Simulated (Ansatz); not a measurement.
Name crystals whose computed values (DFT-PBEsol in the program Ansatz with PAW potentials) fall in these windows: HSE06 gap (eV) 2.2 to 2.8; G_Hill (GPa) 6.0 to 7.4.



| crystal | HSE06 gap (eV) | G_Hill (GPa) |
|---|---|---|
| CsPbBr3, Pnma (Pb on 4a, Cs on 4c, Br on 8d, Br on 4c) | 2.58 | 6.8 |
Others may fit too.

The cell was relaxed under the symmetry of its start. Spin–orbit coupling is left out wherever it is not named.

Potentials: the later of the program's two PAW sets.
